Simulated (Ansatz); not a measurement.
Cs2TcF6:
```cif
data_Cs2F6Tc
_chemical_formula_sum 'Tc1 Cs2 F6'
_space_group_name_H-M_alt 'P-3m1'
_space_group_IT_number 164
_space_group_name_Hall '-P 3 2"'
_cell_length_a 6.04663
_cell_length_b 6.04663
_cell_length_c 4.77180
_cell_angle_alpha 90.000
_cell_angle_beta 90.000
_cell_angle_gamma 120.000
loop_
_atom_site_label
_atom_site_type_symbol
_atom_site_symmetry_multiplicity
_atom_site_Wyckoff_symbol
_atom_site_fract_x
_atom_site_fract_y
_atom_site_fract_z
_atom_site_occupancy
Tc1 Tc 1 a 0.00000 0.00000 0.00000 1
Cs1 Cs 2 d 0.33333 0.66667 0.29446 1
F1 F 6 i 0.30565 0.15283 0.22353 1
```

Relaxed at zero pressure with plane-wave PAW LDA (Ansatz code).

The volume is lowered by 3 % and shape and atoms relax at that volume. What pressure results, and how do the axes share the change?

1.2 GPa; a -0.8 %, b -0.8 %, c -1.5 %; the energy rises by 2 meV/atom.

Give the new structure.


Space group P-3m1 (No. 164); a = b = 6.0005 Å, c = 4.7001 Å, α = β = 90.00°, γ = 120.00°

| atom | site | symmetry | x | y | z |
|---|---|---|---|---|---|
| Tc | 1a | -3m. | 0.0000 | 0.0000 | 0.0000 |
| Cs | 2d | 3m. | 0.3333 | 0.6667 | 0.2912 |
| F | 6i | .m. | 0.3075 | 0.1538 | 0.2268 |

The phase is kept; no other phase was compared at this pressure.

The workflow started from an entry of the Crystallography Open Database (COD, 200 K). Its standing as an ambient phase is unchecked. The LDA relaxation kept the symmetry of its start; of distortions, only those at the zone centre were tested. No spin polarisation was allowed. Spin–orbit coupling is left out wherever it is not named.

Potentials: the later of the program's two PAW sets.
